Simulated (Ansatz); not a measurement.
# Structures of MoPb2: which is lowest?

Plane-wave DFT in Ansatz with scalar-relativistic PAW potentials, cutoff 420 eV, Γ-centred meshes chosen by cell and gap, Gaussian smearing with energies taken to zero width. Every cell was relaxed (cell and atoms) in a run of its own, within the symmetry of its start. Functional: PBE.

Relaxed structures (starts from databases or built by putting these elements on another compound's sites):
A. P6/mmm, 3 atoms in the computed cell, a = 5.336 Å, c = 2.957 Å; sites (symmetry × multiplicity) Mo 6/mmm × 1, Pb -6m2 × 2; start: built
B. I4/mmm, 3 atoms in the computed cell, a = 3.686 Å, c = 10.007 Å; sites (symmetry × multiplicity) Mo 4/mmm × 2, Pb 4mm × 4; start: built

Question: Rank them by energy. Could pressure change the order?

Answer:
| structure | group | E − E(lowest) (meV/atom) | V (Å³/atom) | gap on mesh (eV) |
| --- | --- | --- | --- | --- |
| B | I4/mmm | 0.0 | 22.66 | 0.00 |
| A | P6/mmm | 364 | 24.30 | 0.00 |

B is lowest, 364 meV/atom under A. The lowest is also the densest of these, so pressure wouldn't bring one of the others in at first order. Other structures may lie lower than all of these, and vibrations aren't counted.

Spin-orbit coupling is left out, which matters for the bands of heavy elements. For Tl, Pb and Bi spin-orbit coupling shifts energies too.